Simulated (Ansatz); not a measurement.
All numbers below come from Ansatz, DFT PBE, scalar-relativistic, plane waves, PAW. All cells share a 420 eV cutoff and Γ-centred k meshes spaced at most about 0.3 Å⁻¹ (about 0.25 or finer for metals, 2π included). No spin polarisation in the final relaxations.

All energies are static (0 K, no zero-point motion).

Two forms of AlIn₃Sb₂ were relaxed alike.

A.

```
Al In Sb
1.0
     5.73159    0.00000    0.00000
     0.00000    5.73159    0.00000
     0.00000    0.00000    6.05507
Al In Sb
1 3 2
Direct
  0.50000 0.50000 0.00000
  0.50000 0.00000 0.50000
  0.00000 0.50000 0.50000
  0.50000 0.50000 0.50000
  0.50000 0.00000 0.00000
  0.00000 0.50000 0.00000
```

B.

```
Al In Sb
1.0
     5.29427    3.05665    2.78420
    -5.29427    3.05665    2.78420
     0.00000   -6.11330    2.78420
Al In Sb
1 3 2
Direct
  0.50000 0.50000 0.50000
  0.00000 0.50000 0.00000
  0.00000 0.00000 0.50000
  0.50000 0.00000 0.00000
  0.80642 0.80642 0.80642
  0.19358 0.19358 0.19358
```

Question: Which form is favoured at zero pressure, and by what margin per atom?

Answer: A is lower, by 230 meV/atom. A has space group P4/mmm (No. 123), 33.2 Å³/atom and no gap on its mesh; B has space group R-3m (No. 166), 45.1 Å³/atom and no gap. Counting Sb atoms around Al and In (those within 1.25 times the shortest such distance or 1.15 times the sum of covalent radii; the shortest distance is added where it is long for a bond; a slash parts the counts of unlike sites), A has Al 4, In 2/8 from 4.2 Å and B has Al 2, In 2. The denser one is the lower, and pressure would at first widen the difference. Even the lower one lies +0.35 eV/atom against the reference forms of the elements (uncorrected), so neither is stable at this level. Both come from invented guesses. A third cell relaxed alike, in P-6m2, lies 182 meV/atom below the lower of the two.

Spin–orbit coupling, which can matter for Sb, is left out. Cells relaxed within their symmetry can be saddle points.
